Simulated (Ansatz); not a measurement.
Sn3Te: what symmetry allows forces and stress to be

```
CELL_PARAMETERS angstrom
4.97807 0.00000 0.00000
0.00000 5.12404 0.00000
0.00000 0.00000 5.12404
ATOMIC_POSITIONS crystal
Sn 0.51744 0.50000 0.00000
Sn 0.48256 0.00000 0.50000
Sn 0.00000 0.50000 0.50000
Te 0.00000 0.00000 0.00000
```

Method: DFT PBEsol, scalar-relativistic, plane waves, PAW in Ansatz 0.2.0.

Settings: cutoff 420 eV, Γ-centred mesh 8×8×8 on the computed 4-atom cell, Gaussian smearing of 0.10 eV; no spin polarisation.

This distorted cell has space group P-4m2, with 8 operations.

Problem. Without a calculation: in which directions can each atom feel a force?

Solution. A force must be left unchanged by every operation that keeps its atom in place, so it lies in the space that those operations leave fixed. Atoms that the group maps onto each other feel forces of one size.
| atom | site symmetry | operations at the site | equivalent to atom | allowed force (Cartesian) |
| --- | --- | --- | --- | --- |
| Sn1 | 2mm. | 4 | 1 | along (1.00, 0.00, 0.00) |
| Sn2 | 2mm. | 4 | 1 | along (1.00, 0.00, 0.00) |
| Sn3 | -4m2 | 8 | 3 | none |
| Te4 | -4m2 | 8 | 4 | none |

That leaves 1 independent force component of 12. A relaxation in this cell that keeps the symmetry moves the atoms in these directions alone.

Problem. And the stress tensor?

Solution. It must be invariant under the point group, which leaves 2 independent components: yz, xz, xy vanish; yy = zz.

Problem. Do the computed values obey this?

Solution. Yes. Forces (eV/Å):
```
Sn1  0.110  0.000  0.000
Sn2 -0.110  0.000  0.000
Sn3  0.000  0.000  0.000
Te4  0.000  0.000  0.000
```

Stress (GPa, compression positive, xx yy zz yz xz xy): -6.38 -6.01 -6.01 0.00 0.00 0.00. The program imposes the same operations on density, forces and stress, so this confirms the analysis and is no independent test of the calculation.